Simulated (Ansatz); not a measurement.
Relaxed-ion elastic tensor of BeSe in space group P4_2/mnm (No. 136; Be on 4g, Se on 4f) in GPa (Voigt order), the program Ansatz at the PBEsol level (PAW); density 4.13 g/cm³, 17.68 Å³ per atom.

```
 103  59.1  44.3   0.0   0.0   0.0
59.1   103  44.3   0.0   0.0   0.0
44.3  44.3   158   0.0   0.0   0.0
 0.0   0.0   0.0  43.6   0.0   0.0
 0.0   0.0   0.0   0.0  43.6   0.0
 0.0   0.0   0.0   0.0   0.0  27.4
```

### Question
Is the crystal mechanically stable?

### Answer
Yes: the smallest eigenvalue of C is 27.4 GPa.

### Question
Work out the Voigt, Reuss and Hill averages.

### Answer
K_V = 73.2, K_R = 72.0, K_H = 72.6; G_V = 37.3, G_R = 33.7, G_H = 35.5 GPa.

### Question
Give Young's modulus, Poisson's ratio, Pugh's ratio and the universal anisotropy index.

### Answer
E = 9KG/(3K + G) = 91.6 GPa; ν = 0.29; K/G = 2.04 (ductile by the Pugh limit of 1.75); A_U = 5G_V/G_R + K_V/K_R − 6 = 0.55.

### Question
Estimate the sound speeds and the Debye temperature.

### Answer
v_l = √((K + 4G/3)/ρ) = 5390 m/s, v_t = √(G/ρ) = 2930 m/s, mean 3270 m/s; Θ = (h/k)(3n/4πV)^(1/3) v_m = 374 K.

### Question
Solve the Christoffel equation for the three sound speeds along x, y, z.

### Answer
Eigenvalues of C_ijkl n_j n_l equal ρv². In km/s, slowest first: x 2.58, 3.25, 4.99; y 2.58, 3.25, 4.99; z 3.25, 3.25, 6.18.

### Question
How much does each axis shrink under pressure?

### Answer
Linear compressibilities β_i = Σ_j S_ij (j = 1 to 3): x 5.3, y 5.3, z 3.4 per TPa.

The start of the workflow was typed in or built on a structure type; neither database checked (COD, Materials Project) lists it. COD files the formula under space group No. 216. Its standing as an ambient phase is unchecked. Symmetry was held in the PBEsol relaxation; its stability against distortions is not shown here.

Potentials: the earlier of the program's two PAW sets. The files were generated under PBE; for other functionals the program regenerates the frozen cores, and for LDA and PBEsol the local potential too.
